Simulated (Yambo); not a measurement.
```
CELL_PARAMETERS angstrom
      5.55044     0.00000     0.00000
      0.00000     6.15494     0.00000
      0.00000     0.00000     5.07935
ATOMIC_POSITIONS crystal
  N  0.00000 0.00000 0.00596
  N  0.50000 0.50000 0.99404
  O  0.50000 0.67749 0.11832
  O  0.50000 0.32251 0.11832
  O  0.00000 0.82251 0.88168
  O  0.00000 0.17749 0.88168
  O  0.50000 0.50000 0.74531
  O  0.00000 0.00000 0.25469
  Cs 0.50000 0.00000 0.59830
  Cs 0.00000 0.50000 0.40170
```

Response from Yambo on PBEsol (Quantum ESPRESSO, PseudoDojo norm-conserving, 84 Ry, scalar-relativistic) bands: 4×4×4 mesh, 133 bands, 3 Ry local-field block, 0.2 eV broadening.

Task: Give the static electronic dielectric constant without and with local fields along each axis.

Result: 
```
field along  ε(0), independent particles  ε(0), RPA with local fields  refractive index √ε
-----------  ---------------------------  ---------------------------  -------------------
x                                   2.36                         2.07                 1.44
y                                   3.37                         2.62                 1.62
z                                   3.34                         2.59                 1.61
```
Electronic (clamped-ion) response only. PBEsol gaps are usually too small, which raises these values. Convergence of the RPA response with its 4×4×4 mesh was not tested. x, y and z are Cartesian axes of the cell as given.

Geometry of the Materials Project entry, not relaxed at this level.

The structure is a Materials Project entry; no match was found in the copy of COD used, and its stability was not checked.
